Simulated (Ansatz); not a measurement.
Cs3Pt: all-electron results

```
CELL_PARAMETERS angstrom
5.77765 0.00000 0.00000
0.00000 5.77765 0.00000
0.00000 0.00000 5.77765
ATOMIC_POSITIONS crystal
Cs 0.00000 0.00000 0.50000
Cs 0.00000 0.50000 0.00000
Cs 0.50000 0.00000 0.00000
Pt 0.50000 0.50000 0.50000
```

Atoms are numbered in the order listed.

The cell is the one relaxed in the Materials Project (mp-1064000), not relaxed further here; entries there can be hypothetical.

Spin polarisation is left out, and whether a magnetic state lies lower isn't shown here.

Spin–orbit coupling is left out, though it moves levels of the heavy atoms by tenths of an eV or more.

Computed with DFT, PBE, all-electron LAPW, scalar-relativistic (Ansatz 0.2.0).

Settings: a Γ-centred 6×6×6 k mesh, Fermi–Dirac smearing of 0.08 eV, basis error target 1 meV/atom, no spin polarisation.

```
Pressure at this cell                                                                                                  : -0.31 GPa
Band gap                                                                                                               : none: with an odd electron count and no spin polarisation the bands can't all be full, a metal in this set-up (spin order or a larger cell could open a gap)
Density of states at the Fermi level (0.2 eV bin)                                                                      : 1.92 states/eV per cell
Löwdin charges (with 0.61 e of the cell spilling out of the atomic basis, so their sizes and signs hang on that basis) : Cs1 0.61, Pt4 -1.21 e
Volume per atom                                                                                                        : 325.4 bohr³
```
